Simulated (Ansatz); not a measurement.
CaCl2 in space group Pbcn (No. 60; Ca on 4c, Cl on 8d), the program Ansatz at the r²SCAN level (PAW). The conduction-band minimum lies on the Γ–Z line, 91 % of the way from Γ, with 2 equivalent valleys. Second derivatives d²E/dk² of the lowest band at one valley (eV·Å²), along Cartesian directions:

```
direction  d²E/dk²
---------  -------
[100]        5.629
[010]        6.320
[001]        10.75
[110]        5.973
[101]        8.187
[011]        8.534
```

Find the principal effective masses, the density-of-states mass and the conductivity mass.

Off-diagonal terms follow from H_xy = H[110] − (H_xx + H_yy)/2, and m*/mₑ = 7.620 eV·Å² over each eigenvalue: 0.71, 1.2, 1.4. One valley's DOS mass (m₁m₂m₃)^(1/3) = 1.0, conductivity mass 3/(Σ 1/mᵢ) = 1.0 mₑ.

What effective density of states Nc follows at 300 K for parabolic valleys?

Nc = 2.509e19 × 2 × (1.0)^(3/2) ≈ 5.0e19 cm⁻³.

The first step of the workflow began from a Materials Project structure, measured or hypothetical; the Crystallography Open Database copy checked does not list it. COD files the formula under space group No. 58, so this cell is another polymorph or a model. Whether it is the stable phase at ambient conditions was not checked. Symmetry was held in the r²SCAN relaxation; its stability against distortions is not shown here.

Potentials: the later of the program's two PAW sets.

Edges and masses are those of Kohn–Sham bands, whose gap is no quasiparticle gap.
